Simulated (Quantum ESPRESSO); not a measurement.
# Where does F sit best among S sites?

Calculated results; nothing here was measured. They come from pw.x of Quantum ESPRESSO 7.5, a plane-wave density functional program, with PseudoDojo standard norm-conserving files (v0.5 for PBE, v0.4.1 for LDA and PBEsol). The cells are made up: elements, strain and atom displacements were drawn at random, and nothing was relaxed. There is no spin polarisation, spin-orbit coupling or dispersion term.

The cell has 8 sites of a wurtzite lattice (rectangular cell). Sites 1 to 4 hold Zn Zn Zn Zn; sites 5 to 8 hold X X X X. Cell vectors in Å: (4.009, 0.000, 0.000); (0.000, 6.943, 0.000); (0.000, 0.000, 6.546). Settings: PBE, cutoff 1143 eV, 6 x 6 x 6 k mesh shifted by half a step, Fermi-Dirac smearing of 0.1 eV.

In each run one of the sites marked X holds F and the others hold S; cell and positions stay the same. E is the free energy of the cell.

```
site of the guest,first shell,mean distance (Å),E above the lowest (eV),P (GPa),force on the guest (eV/Å)
5,Zn4,2.436,0.044,-5.64,0.229
6,Zn4,2.487,0.000,-5.25,0.239
7,Zn4,2.463,0.035,-5.41,0.241
8,Zn4,2.450,0.083,-5.48,0.189
```

A rerun of one of these cells at 1437 eV and k mesh 8 x 8 x 8 moved values by no more than 0.002 eV in the cell's energy, 0.03 GPa in stress and 0.005 eV/Å in force.

## Reading the table

Site 6 is lowest, by 0.035 eV, over three times the rerun's bound. A straight line of energy against the mean distance has a slope of -1.1 ± 0.8 eV/Å, so these few sites cannot settle whether the distance sets the order. The positions are random and not relaxed, so the differences hold for this frozen cell and are not site preferences of a real crystal.